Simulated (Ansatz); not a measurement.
NbAs (CsCl type, space group No. 221) at seven volumes, r²SCAN (plane waves, PAW; program Ansatz), scaled uniformly. One row is withheld.

```tsv
V (Å³/atom)	P (GPa)
15.031	20.17
15.527	12.36
16.022	5.69
16.518	0.00
17.013	?
17.509	-8.96
18.004	-12.46
```

### Question
Fit the shown pressures and predict the withheld one.

### Answer
P = (3/2)B₀(x^(7/2) − x^(5/2))[1 + (3/4)(B′ − 4)(x − 1)] with x = (V₀/V)^(2/3). Least squares on the six rows gives V₀ = 16.519 Å³/atom, B₀ = 174 GPa, B′ = 4.31. At V = 17.013, x = 0.9805 and P = -4.81 GPa. The run itself gave -4.84 GPa.

Space group Pm-3m (CsCl type). A made-up cell: these elements were put on the sites of a structure type; neither database checked (COD, Materials Project) lists it. COD files the formula under space group No. 109, so this cell is another polymorph or a model. Whether it is the stable phase at ambient conditions was not checked. Symmetry was held in the r²SCAN relaxation; its stability against distortions is not shown here. No spin polarisation was allowed.

Potentials: the later of the program's two PAW sets.
